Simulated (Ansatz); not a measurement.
SrPdF4:
```yaml
crystal:
  lattice:
    - [-2.91143, 2.91143, 5.28572]
    - [2.91143, -2.91143, 5.28572]
    - [2.91143, 2.91143, -5.28572]
  atoms:
    - { symbol: Sr, position: [0.25000, 0.25000, 0.00000] }
    - { symbol: Sr, position: [0.75000, 0.75000, 0.00000] }
    - { symbol: Pd, position: [0.50000, 0.00000, 0.50000] }
    - { symbol: Pd, position: [0.00000, 0.50000, 0.50000] }
    - { symbol: F, position: [0.46339, 0.96339, 0.16190] }
    - { symbol: F, position: [0.53661, 0.03661, 0.83810] }
    - { symbol: F, position: [0.96339, 0.80149, 0.50000] }
    - { symbol: F, position: [0.03661, 0.19851, 0.50000] }
    - { symbol: F, position: [0.80149, 0.30149, 0.83810] }
    - { symbol: F, position: [0.19851, 0.69851, 0.16190] }
    - { symbol: F, position: [0.30149, 0.46339, 0.50000] }
    - { symbol: F, position: [0.69851, 0.53661, 0.50000] }
```

Relaxed with PBEsol.

Give the Bader charges and basin volumes of the independent atoms, DFT-PBEsol in the program Ansatz with PAW potentials.



```csv
atom,Bader charge (e),Bader volume (Å³)
Sr1,+1.71,16.3
Pd3,+1.07,17.5
F5,-0.69,13.8
```

Space group I4/mcm. The workflow started from a Materials Project entry (that database holds measured and hypothetical structures alike); the Crystallography Open Database copy checked does not list it. Its standing as an ambient phase is unchecked. The cell was relaxed with PBEsol under the symmetry of its start; whether a distortion lowers the energy is not shown. The run is not spin-polarised.

Potentials: the later of the program's two PAW sets.
